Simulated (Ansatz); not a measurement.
Consider the following.

CaPb:
```
CaPb
1.0
    3.57814     0.00000     0.00000
    0.00000     3.57814     0.00000
    0.00000     0.00000     4.60735
Ca Pb
1 1
Direct
  0.00000   0.00000   0.00000
  0.50000   0.50000   0.50000
```

This is the r²SCAN-relaxed structure.

All from DFT-r²SCAN in the program Ansatz with PAW potentials, unless another level is named. Estimate the formation energy from the elements (no fitted shifts).

-0.65 eV/atom.

Give the density of states at the Fermi level.

0.31 states/eV per atom (mean over ±0.08 eV).

Space group P4/mmm (L1₀ or tetragonal B2). The first step of the workflow began from a Materials Project structure, measured or hypothetical; the Crystallography Open Database copy checked does not list it. With Ca and Pb taken as one species the cell has the higher symmetry I4/mmm, so it may be an ordered model of a mixed-site phase. Whether it is the stable phase at ambient conditions was not checked. The cell was relaxed with r²SCAN under the symmetry of its start; its stability against distortions is not shown here. The references are the lowest solids computed at this level, not always the standard phases. Scalar-relativistic: spin–orbit coupling is off unless named, which matters more the heavier the elements.

Potentials: the later of the program's two PAW sets.
